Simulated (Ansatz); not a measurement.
Slab of bcc Ta (100), 6 layers

The slab is cut from the bcc crystal, the stable phase, as relaxed on PAW files (18.29 Å³/atom), with 16 Å of vacuum and a dipole correction:

```yaml
crystal:
  lattice:
    - [3.31955, 0.00000, 0.00000]
    - [0.00000, 3.31955, 0.00000]
    - [0.00000, 0.00000, 24.29890]
  atoms:
    - { symbol: Ta, position: [0.25000, 0.25000, 0.32923] }
    - { symbol: Ta, position: [0.75000, 0.75000, 0.39754] }
    - { symbol: Ta, position: [0.25000, 0.25000, 0.46585] }
    - { symbol: Ta, position: [0.75000, 0.75000, 0.53415] }
    - { symbol: Ta, position: [0.25000, 0.25000, 0.60246] }
    - { symbol: Ta, position: [0.75000, 0.75000, 0.67077] }
```

Computed with Ansatz 0.2.0; functional PBE, scalar-relativistic. Settings: a Γ-centred 12×12×1 k mesh, Fermi–Dirac smearing of 0.08 eV, no spin polarisation. Methods: LAPW: all electrons, basis error target 1 meV/atom; PAW: frozen-core files, cutoff 420 eV.

The bulk energy comes from a cell in the slab's orientation on a 12×12×12 mesh. The surface energy is (E(slab) − N·E(bulk))/2A at zero smearing, the mean of both faces; thin slabs carry quantum-size effects.

Spin–orbit coupling is left out, which matters for the heavy atoms.

Task: As cut, the LAPW slab lies 3.733 eV above 6 atoms of bulk. What surface energy is that?

Result: Over two faces of 11.02 Å² it is 169.4 meV/Å², and times 16.02 J/m² per eV/Å² that gives γ = 2.714 J/m².

```tsv
method	γ as cut (J/m²)	γ relaxed (J/m²)	Φ as cut (eV)	Φ relaxed (eV)
LAPW	2.714	2.479	3.98	3.77
PAW	2.721	2.484	3.98	3.78
```

Task: How do the spacings between the planes relax?

Result: From the bottom face up: d12 -12.1 % of 1.660 Å, d23 -1.0 % of 1.660 Å, d34 +4.2 % of 1.660 Å, d45 -1.0 % of 1.660 Å, d56 -12.1 % of 1.660 Å.

Task: What changes if relativity is switched off, at the same positions?

Result: LAPW then gives: no gap, work function 3.56 eV.

Task: A 4f core hole is made on one atom of each kind in every 1×1 cell (PAW hole dataset, neutral cell, valence without spin). What does it cost by layer?

Result: layer 1 23.46 eV, layer 2 22.74 eV, layer 3 22.93 eV. Shifts between layers mean more than the absolute values, and a whole layer of holes screens otherwise than one hole.

Task: In the relaxed 1×1 cell, replace the outer, then the middle Ta by W, which changes a whole layer. What shift does this Z+1 picture give?

Result: E(outer) − E(middle) = +0.62 eV by LAPW and +0.62 eV by PAW; a positive value puts the surface line at higher binding energy.
